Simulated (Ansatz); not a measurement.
Starting cell, Ru (hcp, Mg type):

```
Ru
1.0
    2.72216     0.00000     0.00000
   -1.36108     2.35746     0.00000
    0.00000     0.00000     8.58166
Ru
4
Direct
  0.33333   0.66667   0.37500
  0.33333   0.66667   0.87500
  0.66667   0.33333   0.12500
  0.66667   0.33333   0.62500
```

The atoms are displaced by Q × the pattern below (from a DFPT mode at A = (0.0, 0.0, 0.5), largest move 1; Q in Å), at fixed cell. It is one choice among 4 degenerate patterns. (q is in reciprocal vectors of the primitive cell; the cell shown is doubled to hold the pattern.)

```
atom      x       y      z
----  -----  ------  -----
Ru1   0.000   1.000  0.000
Ru2   0.000  -1.000  0.000
```

Atoms not listed stay in place.

Level of theory: PBE (plane waves to 420 eV, PAW, scalar-relativistic; Ansatz, a first-principles code). k mesh 20×20×6 (Γ-centred), Fermi-Dirac smearing 0.05 eV. With partly filled bands, energies and forces of such displacements shift with the k mesh and the smearing. Ru is run without spin polarisation. Ru was relaxed with its symmetry unable to fall.

At one point of the scan the forces (eV/Å) are:

```json
[
 {"atom": "Ru1", "Fx": "0.000", "Fy": "-0.344", "Fz": "0.000"},
 {"atom": "Ru2", "Fx": "0.000", "Fy": "0.338", "Fz": "0.000"},
 {"atom": "Ru3", "Fx": "0.000", "Fy": "0.003", "Fz": "0.000"},
 {"atom": "Ru4", "Fx": "0.000", "Fy": "0.003", "Fz": "0.000"}
]
```

Task: Which point is it?
A. Q = 0.033 Å
B. Q = 0.083 Å
C. Q = 0.050 Å
D. Q = 0.067 Å

Result: C, Q = 0.050 Å

(For displaced atoms, the force is minus the slope of the energy, and its curvature is a force constant, which sets phonon frequencies.)
